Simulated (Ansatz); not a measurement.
A geometry of Zn away from equilibrium: step 5 of the relaxation of a relaxed Zn cell, doubled along one cell vector, shaken by Gaussian noise of σ = 0.08 Å a coordinate. Method: PBEsol (plane waves to 420 eV, PAW, scalar-relativistic; Ansatz, a quantum-chemistry and plane-wave program). Γ-centred k-mesh 4×8×11 on the run's cell (coarser than for final values), Fermi–Dirac smearing 0.05 eV.

```xyz
8
Lattice="9.8666 -0.1225 0.0002 -2.5197 4.2548 0.0065 0.0001 0.0044 2.8571" Properties=species:S:1:pos:R:3:forces:R:3 pbc="T T T" free_energy=-26246.654 pressure_GPa=-0.4
Zn    -0.0258     0.0365     1.4279    0.0312    0.0444    0.0209
Zn     4.9256    -0.1016     1.5387    0.1370    0.0109   -0.0071
Zn     2.4481     0.0071    -0.7056    0.0314    0.0183   -0.1136
Zn     7.4083    -0.1050     0.5948   -0.0755    0.2342    0.0747
Zn    -1.3773     2.1222    -0.4367   -0.1612   -0.1253   -0.1525
Zn     3.6143     2.0197     0.3065   -0.0133   -0.1331    0.0985
Zn     1.1228     2.0863    -0.1264    0.0381    0.0902   -0.0061
Zn     6.1402     2.0404     0.5185    0.0123   -0.1396    0.0853
```

Positions in Å, forces in eV/Å, free energy of the cell in eV (comparable only within this code, potentials and settings). Largest force: 0.26 eV/Å, on Zn4, Zn5 (atoms numbered as listed); the geometry lies 0.07 eV/atom above the end of its relaxation.

No spin polarisation in the result.

The end of the path is a generated cell of Zn: the first start was made by a random draw of sites in a space group, and the end was not matched to a known phase here, so it may be hypothetical. Known forms of Zn include space group No. 194.
